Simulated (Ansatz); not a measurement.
PbS (rock salt, Fm-3m), the program Ansatz at the PBE level (PAW). The conduction-band minimum lies at L, with 4 equivalent valleys. Second derivatives d²E/dk² of the lowest band at one valley (eV·Å²), along Cartesian directions:

```
direction  d²E/dk²
---------  -------
[100]        48.47
[010]        48.47
[001]        48.47
[110]        49.03
[101]        48.06
[011]        48.06
```

Task: Find the principal effective masses, the density-of-states mass and the conductivity mass.

Result: Off-diagonal terms follow from H_xy = H[110] − (H_xx + H_yy)/2, and m*/mₑ = 7.620 eV·Å² over each eigenvalue: 0.15, 0.16, 0.16. One valley's DOS mass (m₁m₂m₃)^(1/3) = 0.16, conductivity mass 3/(Σ 1/mᵢ) = 0.16 mₑ.

Task: What effective density of states Nc follows at 300 K for parabolic valleys?

Result: Nc = 2.509e19 × 4 × (0.16)^(3/2) ≈ 6.4e18 cm⁻³.

The cell was relaxed with PBE under the symmetry of its start; of distortions, only those at the zone centre were tested. Scalar-relativistic: spin–orbit coupling is off unless named, which matters more the heavier the elements.

Potentials: the later of the program's two PAW sets.

Edges and masses are those of Kohn–Sham bands, whose gap is no quasiparticle gap.
